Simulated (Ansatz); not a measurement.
Cr$_{2}$C:
```
Cr2C
1.0
    3.12328     0.00000     0.00000
    0.00000     3.12328     0.00000
    0.00000     0.00000     5.65861
Cr C
4 2
Direct
  0.00000   0.00000   0.00000
  0.50000   0.50000   0.00000
  0.50000   0.00000   0.35666
  0.00000   0.50000   0.64334
  0.50000   0.00000   0.71838
  0.00000   0.50000   0.28162
```
Starting moments (μB, in the order of the atoms Cr Cr Cr Cr C C): 0.0 0.0 0.6 0.6 0.0 0.0.

Relaxed with PBE. Special points in fractions of this cell's reciprocal vectors: Γ (0.000, 0.000, 0.000); X (0.000, 0.500, 0.000); M (0.500, 0.500, 0.000); Z (0.000, 0.000, 0.500); R (0.000, 0.500, 0.500); A (0.500, 0.500, 0.500).

**Question.** List the band energies nearest the Fermi level at these points for PBE (plane waves, PAW; program Ansatz).

**Answer.** In eV from the Fermi level; about four levels below and three above (degenerate sets whole), none deeper than 8.9 eV; points with the same levels are listed once.

```csv
k,below,above
Γ ↑,-1.31 -1.31 -0.79 -0.47,0.19 1.06 1.06
X ↑,-0.23 -0.23 -0.05 -0.05,0.46 0.46 0.73 0.73
M ↑,-1.69 -1.69 -0.01 -0.01,0.16 0.16 0.32 0.32
Z ↑,-1.24 -1.24 -0.89 -0.14,0.28 0.50 0.50
R ↑,-0.69 -0.69 -0.12 -0.12,0.59 0.59 0.78 0.78
A ↑,-2.78 -2.78 -2.38 -2.38,0.15 0.15 0.23 0.23
Γ ↓,-0.97 -0.97 -0.71 -0.37,0.12 0.65 1.28 1.28
X ↓,-1.50 -1.50 -0.13 -0.13,0.26 0.26 0.91 0.91
M ↓,-2.24 -2.24 -1.62 -1.62,0.07 0.07 0.88 0.88
Z ↓,-1.73 -0.97 -0.97 -0.46,0.53 0.58 0.58
R ↓,-0.76 -0.76 -0.66 -0.66,0.13 0.13 0.97 0.97
A ↓,-2.82 -2.82 -2.07 -2.07,0.29 0.29 0.87 0.87
```

Space group P4/nmm. A made-up cell: these elements were put on the sites of a structure type; neither database checked (COD, Materials Project) lists it. Its standing as an ambient phase is unchecked. The cell was relaxed with PBE under the symmetry of its start; whether a distortion lowers the energy is not shown. Spin order of the final state: ferromagnetic, chosen from 2 collinear starts compared on coarse meshes (ties went to the first, and starts can fall back to one state), not a proven ground state.

Potentials: the earlier of the program's two PAW sets.
